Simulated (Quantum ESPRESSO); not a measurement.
```cif
data_As2Ta2
_chemical_formula_sum 'As2 Ta2'
_space_group_name_H-M_alt 'P 1'
_space_group_IT_number 1
_cell_length_a 6.35311
_cell_length_b 6.35311
_cell_length_c 6.35311
_cell_angle_alpha 148.550
_cell_angle_beta 148.550
_cell_angle_gamma 45.074
loop_
_space_group_symop_operation_xyz
  'x, y, z'
loop_
_atom_site_label
_atom_site_type_symbol
_atom_site_fract_x
_atom_site_fract_y
_atom_site_fract_z
_atom_site_occupancy
As1 As 0.83263 0.33263 0.50000 1
As2 As 0.08263 0.08263 0.00000 1
Ta1 Ta 0.24997 0.74997 0.50000 1
Ta2 Ta 0.49997 0.49997 0.00000 1
```

The geometry is that of Materials Project entry mp-1936, symmetrised and not relaxed again.

Question: What does PBEsol (Quantum ESPRESSO, PseudoDojo norm-conserving, 84 Ry, no spin-orbit coupling) give for the electronic structure near the Fermi level?

Answer: At this level the gap is closed or nearly so: along the path the highest valence and lowest conduction bands touch, or overlap by less than 0.6 eV, a zero-gap or semimetallic result; the valence top lies at 50 % of the way from Z to S1, the conduction bottom at 50 % of the way from S1 to N, 0.06 eV lower. Semilocal functionals close the gaps of some narrow-gap semiconductors, so this alone doesn't show that the compound has none. Spin-orbit coupling is left out, which matters for elements this heavy: edges can move by tenths of an eV.

The structure is a Materials Project entry; no match was found in the copy of COD used, and its stability was not checked.
